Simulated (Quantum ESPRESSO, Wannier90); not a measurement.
## AlGaAs₂ (R3m), plane waves to Wannier functions

```
AlGaAs2
1.0
   -2.00566     3.47391     0.00000
   -4.01132     0.00000     0.00000
   -2.00566     1.15797     6.54588
Al Ga As
1 1 2
Direct
  0.00024   0.00024   0.99928
  0.49986   0.49986   0.50041
  0.87516   0.87516   0.37453
  0.37472   0.37472   0.87583
```

Cell from Materials Project (mp-1228891), symmetrised, no further relaxation. Not found in the COD (Crystallography Open Database) copy used; not checked further. Level: PBEsol, spinors with spin-orbit coupling; pw.x of Quantum ESPRESSO at 68 Ry with PseudoDojo potentials, 4×4×4 k-points, Wannier90. Density: 10×10×10 mesh, Gaussian smearing 0.01 Ry.

The plane-wave run has 82 bands and 46 electrons a cell. On the energy scale of pw.x, whose zero is arbitrary, the valence-band maximum lies at 7.55 eV.

Isolated groups of bands, relative to the valence-band maximum (bands from 47 on overlap up to the last one computed):

```csv
bands,from (eV),to (eV),filling,weight on atomic waves
1–8,-35.50,-35.33,filled,As 3d 100 %
9–20,-34.77,-34.60,filled,As 3d 100 %
21–24,-14.99,-14.92,filled,Ga 3d 99 %
25–30,-14.57,-14.46,filled,Ga 3d 99 %
31–34,-12.40,-10.13,filled,"As 4s 61 %, Al 3p 12 %, Ga 4p 12 %"
35–46,-6.59,0.00,filled,"As 4p 61 %, Ga 4p 12 %, Al 3p 11 %"
```

Input w.win, without the blocks of cell, atoms and k-points (64 lines):

```
num_bands = 82
num_wann = 32
spinors = true
num_iter = 1000
conv_tol = 1.0e-6
conv_window = 4
dis_num_iter = 1000
dis_conv_tol = 1.0e-6
dis_froz_max = 9.76
write_hr = true
write_u_matrices = true
begin projections
f=0.00317,0.00738,-0.00767: s;p
f=0.48674,0.50183,-0.50001: s;p
f=-0.11220,-0.13654,0.37587: s;p
f=0.36787,0.37467,-0.12913: s;p
end projections
mp_grid = 4 4 4
```

Task: Check the input against the numbers above: what is wrong, and how is it mended?

Result: wannier90.x stops with:
```
dis_windows: More states in the frozen window than target WFs
```
At some k-point more bands lie below dis_froz_max than there are Wannier functions, and every frozen state has to fit into the subspace. Here the deep bands below band 31 or between the kept ones were not excluded and fill the window; only bands 31-82 belong to the model. Mended as below, all else unchanged, the run goes through (Ω_I = 44.9 Å²) and follows the plane-wave bands to 23 meV rms (states up to 1.7 eV relative to the valence-band maximum).
```
num_bands = 52
exclude_bands = 1-30
```
